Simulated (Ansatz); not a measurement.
TiPd3, DFT, LDA, all-electron LAPW, scalar-relativistic (Ansatz 0.2.0), run on 1 thread of Arm Neoverse V1 on a shared host.

The cell is COD entry 1522883, as deposited and not checked against the literature; nothing was relaxed. The listed cell was then made from it by scaling, straining or moving an atom.

Command: `ansatz run input.yaml --threads 1 --pin off --max-ram 4096MiB --backend cpu --events-out ev --progress --plain --runs-dir out`

```yaml
crystal:
  lattice:
    - [3.82, 0.0, 0.0]
    - [0.0, 3.82, 0.0]
    - [0.0, 0.0, 3.7818]
  atoms:
    - { symbol: Ti, position: [0.0, 0.0, 0.0] }
    - { symbol: Pd, position: [0.0, 0.5, 0.5] }
    - { symbol: Pd, position: [0.5, 0.0, 0.5] }
    - { symbol: Pd, position: [0.5, 0.5, 0.0] }
kpoints:
  mp_grid: { grid: [11, 11, 11] }
  band_path:
    path:
      - [0.0, 0.0, 0.0]
      - [0.0, 0.5, 0.0]
      - [0.5, 0.5, 0.0]
      - [0.0, 0.0, 0.0]
      - [0.0, 0.0, 0.5]
      - [0.0, 0.5, 0.5]
      - [0.5, 0.5, 0.5]
      - [0.0, 0.0, 0.5]
      - [0.0, 0.5, 0.0]
    npoints: 5
scf:
  occupations: { method: fermi_dirac, width: 0.05 }
hamiltonian:
  xc: lda
  pseudopotentials: { kind: all_electron, lapw: { basis_error: 0.001 } }
output:
  forces: true
  stress: true
  eigenvalues: true
```

How large is the problem that the program sets up?

126 irreducible k-points, 611 plane waves at Γ, 58 bands.

Estimate the wall time and the peak memory.

4.6 min of wall time for 14 SCF iterations, with a peak of 1.2 GiB. Times on shared machines scatter by tens of per cent.
